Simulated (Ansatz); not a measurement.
The elements of this relaxed trial crystal are hidden behind letters.

```
lattice vectors (Å)
  -2.1010    2.1010   14.8301
   2.1010   -2.1010   14.8301
   2.1010    2.1010  -14.8301
fractional positions
X 0.6972 0.6972 0.0000
X 0.3028 0.3028 0.0000
X 0.9024 0.9024 0.0000
X 0.5000 0.5000 0.0000
X 0.0976 0.0976 0.0000
Z 0.8007 0.8007 0.0000
Z 0.1993 0.1993 0.0000
Q 0.4017 0.4017 0.0000
Q 0.0000 0.0000 0.0000
Q 0.5983 0.5983 0.0000
```

Level of theory: DFT PBE, scalar-relativistic, plane waves, PAW in Ansatz. Plane waves to 420 eV, a 12×12×12 mesh through Γ for the 10-atom cell and 0.01 eV Gaussian smearing; no spin polarisation.

```
Space group                                  : I4/mmm (No. 139)
Conventional cell                            : a = 4.202 Å, c = 29.660 Å
Volume per atom                              : 26.19 Å³
Density                                      : 5.38 g/cm³
Energy over the elements                     : −0.412 eV/atom
Gap on the 12×12×12 mesh of the 10-atom cell : 0.11 eV
```

Energies are uncorrected and count from the elements' standard states at the same level.

Question: X is a p-block element of period 5, Z is a p-block element of period 4 and Q is a p-block element of period 3. Which elements are they?

Answer: X = Sn, Z = Se, Q = S, so the formula is Sn5Se2S3. Density times volume gives a mean mass of 5.38 × 26.19/1.6605 = 84.9 u per atom, and this set has 84.8 u. Sn on a site of symmetry 4mm has 1 S at 2.93 Å and 5 Se at 2.97–3.07 Å; Se has 6 Sn at 2.97–3.07 Å; around S on a site of symmetry 4mm lie 6 Sn at 2.92–2.97 Å; 3 more sites not described. Other sets within the hints have nearly the same mass, so mass alone doesn't settle it; this one was computed.

Kohn–Sham gaps at this level usually fall short of measured ones. A later test with randomly moved atoms ended 3 meV/atom lower on a coarse mesh, in Imm2 at a loose tolerance, which is no clear verdict on its stability.
